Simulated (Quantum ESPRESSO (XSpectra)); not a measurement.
Quantum ESPRESSO (XSpectra) run for X-ray absorption at the N K edge of AlN (P6₃mc). Geometry: Materials Project entry mp-661 (a computed structure). The cell is the entry's, not relaxed again. The ground-state test found a gap, so occupations are fixed and the excited electron is left out (charged cell on a uniform background); energies count from the highest occupied level. pw.x input:

```
&CONTROL
  calculation = 'scf'
  prefix = 'x'
  pseudo_dir = './pseudo'
  outdir = './out'
/
&SYSTEM
  ibrav = 0
  nat = 32
  ntyp = 3
  ecutwfc = 65
  tot_charge = 1
  occupations = 'fixed'
/
&ELECTRONS
  conv_thr = 3.2e-07
  mixing_beta = 0.4
/
ATOMIC_SPECIES
Nh 14.007 N.lda-tm-gipaw-star1s.UPF
Al 26.982 Al.lda-tm-gipaw.UPF
N 14.007 N.lda-tm-gipaw.UPF
CELL_PARAMETERS angstrom
   4.692884728    2.709438261    5.016960000
   4.692884728    2.709438261   -5.016960000
  -3.128589819    5.418876523    5.016960000
ATOMIC_POSITIONS crystal
Al     0.416311669    0.917021666    0.999999997
Al     0.541311669    0.292021666    0.249999997
Al     0.791311669    0.042021666    0.749999997
Al     0.916311669    0.417021666    0.999999998
Al     0.666311669    0.667021666    0.499999997
Al     0.166311669    0.167021666    0.499999997
Al     0.041311669    0.792021666    0.249999998
Al     0.291311669    0.542021666    0.749999997
Al     0.457978331    0.708688334    0.250000002
Al     0.582978331    0.083688334    0.500000002
Al     0.832978331    0.833688334    0.000000003
Al     0.957978331    0.208688334    0.250000002
Al     0.707978331    0.458688334    0.750000002
Al     0.207978331    0.958688334    0.750000002
Al     0.082978331    0.583688334    0.500000002
Al     0.332978331    0.333688334    0.000000003
Nh     0.607021669    0.726311666    0.999999998
N      0.732021669    0.101311666    0.249999997
N      0.982021669    0.851311666    0.749999998
N      0.107021669    0.226311666    0.999999998
N      0.857021669    0.476311666    0.499999997
N      0.357021669    0.976311666    0.499999997
N      0.232021669    0.601311666    0.249999998
N      0.482021669    0.351311666    0.749999997
N      0.148688331    0.017978334    0.250000002
N      0.273688331    0.392978334    0.500000002
N      0.523688331    0.142978334    0.000000003
N      0.648688331    0.517978334    0.250000002
N      0.398688331    0.767978334    0.750000002
N      0.898688331    0.267978334    0.750000002
N      0.773688331    0.892978334    0.500000002
N      0.023688331    0.642978334    0.000000003
K_POINTS automatic
2 2 2 0 0 0
```

xspectra.x input:

```
&input_xspectra
  calculation = 'xanes_dipole'
  edge = 'K'
  prefix = 'x'
  outdir = './out'
  xonly_plot = .false.
  xiabs = 1
  xcoordcrys = .false.
  xepsilon(1) = 1.0
  xepsilon(2) = 0.0
  xepsilon(3) = 0.0
  xniter = 1500
  xcheck_conv = 50
  xerror = 0.002
  x_save_file = 'x0.sav'
/
&plot
  xnepoint = 451
  xemin = -5.0
  xemax = 40.0
  xgamma = 0.5
  terminator = .true.
  cut_occ_states = .true.
/
&pseudos
  filecore = 'core.wfc'
/
&cut_occ
  cut_desmooth = 0.1
  cut_stepl = 0.01
  cut_ierror = 1e-6
/
4 4 4 1 1 1
```

End of the pw.x output:

```
     3.9807   4.3868   4.4694   4.7148   4.7458   5.0529   5.1027   5.3062
     5.4843   5.5032   5.5075   5.7560   5.7714   5.7871   5.8212   5.8380
     5.8773   5.8831   5.9099   6.0053   6.0770   6.0852   6.2416   6.2442

          k =-0.4426 0.0852-0.3680 ( 20336 PWs)   bands (ev):

   -10.6381  -7.5632  -7.3448  -6.6347  -6.5540  -6.3756  -6.3014  -6.1554
    -6.0359  -5.8650  -5.7626  -5.6491  -5.6274  -5.5129  -5.4771  -5.4358
    -0.2721  -0.1890  -0.1687   1.5458   1.6443   1.6949   1.7575   1.8344
     1.9639   2.0460   2.1425   2.2800   2.4232   2.5707   2.8956   3.0295
     3.1579   3.3933   3.6038   3.7899   3.8613   4.0692   4.3951   4.4658
     4.5332   4.5460   4.6667   4.6921   4.7488   4.8643   4.9007   4.9250
     5.0708   5.1455   5.2958   5.3686   5.5678   5.6258   5.6603   5.7409
     5.7886   5.8904   5.9778   6.0333   6.1085   6.1729   6.2273   6.2999

     highest occupied level (ev):     6.6393

!    total energy              =    -482.73254428 Ry
     estimated scf accuracy    <       0.00000020 Ry

     The total energy is the sum of the following terms:
     one-electron contribution =     -33.03805819 Ry
     hartree contribution      =      95.98354513 Ry
     xc contribution           =    -193.45773295 Ry
     ewald contribution        =    -352.22029827 Ry

     convergence has been achieved in  10 iterations

     XML data file, charge density, pseudopotentials, collected wavefunctions
```

xspectra.x output, shortened:

```
... Begin STEP 1 ...

        Radial transition matrix element(s) used in the calculation of the
        initial vector of the Lanczos basis (|tilde{phi}_abs> normalized)
        | For PAW proj. (l=1) #1: radial matrix element =   0.169731835
        | For PAW proj. (l=1) #2: radial matrix element =   0.216008163

NB: the    16 k-point are not all listed below because npool=  4
        |-------------------------------------------------------------
        ! k-point #     1:  ( 0.0738,  0.2129,  0.0000),  0.0312,   1
        |-------------------------------------------------------------
 okvan= F
        |   Norm of the initial Lanczos vector: 0.12192712E+00
        !   => CONVERGED at iter    600 with error=  0.00147440
        |-------------------------------------------------------------
        ! k-point #     2:  (-0.0738,  0.4685,  0.0000),  0.0312,   1
        |-------------------------------------------------------------
 okvan= F
        |   Norm of the initial Lanczos vector: 0.12192733E+00
        !   => CONVERGED at iter    600 with error=  0.00169360
        |-------------------------------------------------------------
        ! k-point #     3:  (-0.2213,  0.7240,  0.0000),  0.0312,   1
        |-------------------------------------------------------------
 okvan= F
        |   Norm of the initial Lanczos vector: 0.12192716E+00
        !   => CONVERGED at iter    600 with error=  0.00199242
        |-------------------------------------------------------------

        ...
... Begin STEP 2 ...

     The spectrum is calculated using the following parameters:
        energy-zero of the spectrum [eV]:    6.6393
        the occupied states are elimintate from the spectrum
        xemin [eV]:  -5.00
        xemax [eV]:  40.00
        xnepoint:  451
        constant broadening parameter [eV]:    0.500
        Core level energy [eV]:  -409.9
         (from electron binding energy of neutral atoms in X-ray data booklet)

     Cross-section successfully written in xanes.dat

     ... End STEP 2 ...

     xanes        :    105.12s CPU    105.64s WALL (       1 calls)

     -------------------------------------------------------------------------
                                END JOB XSpectra
     -------------------------------------------------------------------------
```

xanes.dat for the field along x, every fifth line (energy in eV, cross section):

```
   -5.000   6.7400e-04
   -4.500   7.2380e-04
   -4.000   7.7990e-04
   -3.500   8.4360e-04
   -3.000   9.1630e-04
   -2.500   9.9990e-04
   -2.000   1.0970e-03
   -1.500   1.2110e-03
   -1.000   1.3460e-03
   -0.500   1.5080e-03
    0.000   1.7050e-03
    0.500   1.9490e-03
    1.000   2.2590e-03
    1.500   2.6620e-03
    2.000   3.2050e-03
    2.500   3.9690e-03
    3.000   5.1110e-03
    3.500   6.9820e-03
    4.000   1.0480e-02
    4.500   1.7940e-02
    5.000   3.4610e-02
    5.500   6.0360e-02
    6.000   7.2600e-02
    6.500   6.7750e-02
    7.000   6.8530e-02
    7.500   8.2930e-02
    8.000   9.7310e-02
    8.500   8.2910e-02
    9.000   6.9820e-02
    9.500   6.2280e-02
   10.000   5.3710e-02
   10.500   6.2350e-02
   11.000   5.6490e-02
   11.500   4.4080e-02
   12.000   3.8050e-02
   12.500   3.3780e-02
   13.000   2.9560e-02
   13.500   2.9410e-02
   14.000   3.2910e-02
   14.500   3.1200e-02
   15.000   2.6280e-02
   15.500   2.1150e-02
   16.000   1.6860e-02
   16.500   1.4600e-02
   17.000   1.6880e-02
   17.500   2.0350e-02
   18.000   2.3970e-02
   18.500   2.4360e-02
   19.000   2.1660e-02
   19.500   2.0960e-02
   20.000   2.2440e-02
   20.500   2.7090e-02
   21.000   3.4930e-02
   21.500   4.2510e-02
   22.000   4.7160e-02
   22.500   4.3820e-02
   23.000   4.2140e-02
   23.500   4.6330e-02
   24.000   4.8470e-02
   24.500   4.8990e-02
   25.000   4.7170e-02
   25.500   4.4420e-02
   26.000   3.9920e-02
   26.500   3.2330e-02
   27.000   2.6050e-02
   27.500   2.3900e-02
   28.000   2.3470e-02
   28.500   2.2340e-02
   29.000   2.1610e-02
   29.500   2.2940e-02
   30.000   2.6980e-02
   30.500   3.2500e-02
   31.000   3.4010e-02
   31.500   3.3720e-02
   32.000   3.4090e-02
   32.500   3.2410e-02
   33.000   2.8540e-02
   33.500   2.6280e-02
   34.000   2.3840e-02
   34.500   2.2640e-02
   35.000   2.2360e-02
   35.500   2.1730e-02
   36.000   1.9960e-02
   36.500   1.8300e-02
   37.000   1.7750e-02
   37.500   1.7500e-02
   38.000   1.7040e-02
   38.500   1.7750e-02
   39.000   1.7300e-02
   39.500   1.7680e-02
   40.000   1.7440e-02
```
